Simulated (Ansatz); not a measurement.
## Se: two-dimensional strain map

Method: Ansatz 0.2.0, DFT LDA, scalar-relativistic, plane waves, PAW. Settings: plane waves to 420 eV, k-mesh 16×16×16 (Γ-centred), Gaussian smearing 0.15 eV. No spin polarisation. Energies are free energies at this smearing, counted from the undisturbed cell; pressure is positive in compression.

The starting cell (as given, not relaxed at this level; it stands at -3.5 GPa; this simple cubic form isn't the usual structure):

```
Se
1.0
     2.81056    0.00000    0.00000
     0.00000    2.81056    0.00000
     0.00000    0.00000    2.81056
Se
1
Direct
  0.00000 0.00000 0.00000
```

The cell is strained by p along both x and y and by q along z, fractional coordinates fixed. Points are written (p, q).

Energy above the undisturbed cell in meV/atom (a dash: not computed):

```
 p \ q  -0.030  -0.015  0.000  0.015  0.030
-0.030       ?    -4.4   -6.0      ?    1.4
-0.015    -8.7   -11.1   -9.0   -3.4    5.2
 0.000    -6.7    -5.4    0.0    8.9   20.6
 0.015     5.4       –   19.3      –   46.0
 0.030    26.8       ?      ?   62.1   79.7
```

Question: Fill in the withheld energies.

Answer: (-0.030, -0.030): 1.4; (-0.030, 0.015): -3.7; (0.030, -0.015): 34.7; (0.030, 0.000): 46.9.